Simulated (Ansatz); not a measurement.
P — field gradients at the nuclei

The cell is a COD entry whose atoms were relaxed with PBE, the cell held.

```xyz
4
Lattice="1.6555 -5.1595 0.0000 1.6555 5.1595 0.0000 0.0000 0.0000 4.3170" Properties=species:S:1:pos:R:3 pbc="T T T"
P     1.6555   -4.0835    0.3345
P     1.6555   -1.0760    2.4930
P     1.6555    4.0835    3.9825
P     1.6555    1.0760    1.8240
```

Sites (sets of like atoms) are named by element and the number of their first atom in this list.

Level of theory: DFT, PBE, plane waves and PAW, scalar-relativistic, 420 eV cutoff, Γ-centred 15×15×11 k-points, Fermi–Dirac smearing 0.05 eV (Ansatz 0.2.0).

V_zz is the principal component of the electric field gradient with the largest magnitude, η = (V_xx − V_yy)/V_zz and C_Q = eQV_zz/h.

(1) Give the quadrupolar parameters of the distinct sites.

Results:

(1) 

```tsv
site	atoms (order as listed)	first shell	V_zz (10²¹ V/m²)	η	C_Q (MHz)
P	1, 2, 3, 4	3 P at 2.23–2.25 Å	-7.18	0.06	–
```

The structure holds P–P bonds (2.23 Å). At P V_zz stands upright on the plane through its three neighbours (within 6°).

P has no stable isotope with a ground-state quadrupole moment in the table, so no C_Q is given.

The run finds no gap above 0.1 eV (a metal, or nearly one), so the gradients can move by 10 % or more with the k-mesh. Semilocal functionals make gaps too small and can close them, so the real compound need not be a metal.

The relaxation (4 steps) took 39 s of wall time (39 s of CPU time) and 0.75 GiB at its peak, on 1 thread of Intel Xeon 6975P-C (Granite Rapids) (x86_64; 16 cores open to the job, memory cap 3.0 GiB, no GPU), a shared host with a load of 0.6 a core.
